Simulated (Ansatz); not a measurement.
**Deforming ScPd**

```
CELL_PARAMETERS angstrom
3.28300 0.00000 0.00000
0.00000 3.28300 0.00000
0.00000 0.00000 3.28300
ATOMIC_POSITIONS crystal
Sc 0.50000 0.50000 0.50000
Pd 0.00000 0.00000 0.00000
```

Atom numbers follow the list: Sc1, Pd2.

The cell is COD entry 1523179, as deposited and not checked against the literature; nothing was relaxed.

Spin polarisation is left out, and whether a magnetic state lies lower isn't shown here.

Theory: DFT, PBEsol, all-electron LAPW, scalar-relativistic (Ansatz 0.2.0).

Numerical set-up: a Γ-centred 12×12×12 k mesh, Fermi–Dirac smearing of 0.05 eV, basis error target 0.25 meV/atom, no spin polarisation.

The unchanged cell is at -1.67 GPa.

In a metal, stresses and small energies carry noise from the k mesh.

x, y and z are the Cartesian axes of the cell as listed; fractional coordinates follow a strain, and an engineering shear is twice the off-diagonal strain component.

With equal xy, yz and zx engineering shear strains of -2 %: energy change +3 meV/atom; stress change (xx, yy, zz, yz, xz, xy) 0.11, 0.11, 0.11, 0.95, 0.95, 0.95 GPa, compression positive.

With equal xy, yz and zx engineering shear strains of -1 %: energy change under 1 meV/atom; stress change (xx, yy, zz, yz, xz, xy) 0.03, 0.03, 0.03, 0.46, 0.46, 0.46 GPa, compression positive.

With equal xy, yz and zx engineering shear strains of +1 %: energy change under 1 meV/atom; stress change (xx, yy, zz, yz, xz, xy) 0.03, 0.03, 0.03, -0.44, -0.44, -0.44 GPa, compression positive.

**Question.** With this change (equal xy, yz and zx engineering shear strains of +2 %), what becomes of the energy and stress?

**Answer.** Energy change +3 meV/atom; stress change (xx, yy, zz, yz, xz, xy) 0.11, 0.11, 0.11, -0.86, -0.86, -0.86 GPa, compression positive.
